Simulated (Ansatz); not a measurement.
Problem. Name crystals whose computed values (plane-wave PAW PBEsol (Ansatz code)) fall in these windows: B₀ by P(V) fit (GPa) 130 to 160; Θ_D (K) 1100 to 1400.

Solution. 

```csv
crystal,B₀ by P(V) fit (GPa),Θ_D (K)
"Be2B, fluorite or antifluorite type",148,1250
"Be12Mo, I4/mmm (Be on 8j, Be on 8i, Be on 8f, Mo on 2a)",144,1140
```
Others may fit too.

Typed or built starts, not in the databases checked: Be12Mo, I4/mmm (Be on 8j, Be on 8i, Be on 8f, Mo on 2a). Standing as an ambient phase not checked: Be2B, fluorite or antifluorite type. All cells were relaxed under the symmetry of their starts (and spin orders); stability against distortions was not tested throughout. Rows with no word on spin ran without spin polarisation. Scalar-relativistic: spin–orbit coupling is off unless named, which matters more the heavier the elements.

Potentials: the later of the program's two PAW sets.
